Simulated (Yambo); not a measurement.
G0W0@PBEsol for LiNbO$_{3}$ (centrosymmetric, paraelectric, space group R-3c, No. 167) in Yambo. Reference settings: 2×2×2 Γ-centred k mesh, bands 5 to 174 and a 7 Ry block in the screening, 174 bands in G with the Bruneval-Gonze terminator, plasmon pole fitted at 27.2 eV. The PBEsol gap Γ → F on this mesh is 2.45 eV; G0W0 gaps are taken between the same points.

With and without the terminator, as bands are cut:

```tsv
bands in G (in W)	gap, terminator (eV)	gap, none (eV)	valence shift, terminator (eV)	valence shift, none (eV)
76 (174)	3.722	3.843	-0.199	0.449
118 (174)	3.693	3.750	-0.233	0.153
174 (174)	3.673	3.681	-0.240	-0.012
```

Over this range the gap spans 0.049 eV with the terminator and 0.162 eV without, the valence shift 0.041 eV and 0.461 eV. Neither column has reached its limit for certain.

Spin-orbit coupling is not included.

Geometry of the Materials Project entry, not relaxed at this level; primitive cell a = 5.5437 Å, b = 5.5437 Å, c = 5.5437 Å, α = 56.75°, β = 56.75°, γ = 56.75°.

This is not the ordinary phase of the substance.

A shift is the quasiparticle energy of the state minus its PBEsol energy.
